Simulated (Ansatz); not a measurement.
LuPd3 (Cu3Au type, Pm-3m) at seven volumes, PBEsol in the plane-wave PAW code Ansatz, scaled uniformly. One row is withheld.

```
V (Å³/atom)  P (GPa)
-----------  -------
14.756             ?
15.243         11.33
15.729          5.16
16.216          0.00
16.702         -4.31
17.189         -7.92
17.675        -10.93
```

**Question.** Fit the shown pressures and predict the withheld one.

**Answer.** Third-order Birch–Murnaghan: P = (3/2)B₀(x^(7/2) − x^(5/2))[1 + (3/4)(B′ − 4)(x − 1)] with x = (V₀/V)^(2/3). Least squares on the six rows gives V₀ = 16.216 Å³/atom, B₀ = 157.0 GPa, B′ = 4.96. At V = 14.756, x = 1.0649 and P = 18.73 GPa. The run itself gave 18.72 GPa.

The workflow started from an entry of the Crystallography Open Database (COD). Whether it is the stable phase at ambient conditions was not checked. The cell was relaxed with PBEsol under the symmetry of its start; whether a distortion lowers the energy is not shown. The run is not spin-polarised. Scalar-relativistic: spin–orbit coupling is off unless named, which matters more the heavier the elements.

Potentials: the later of the program's two PAW sets.
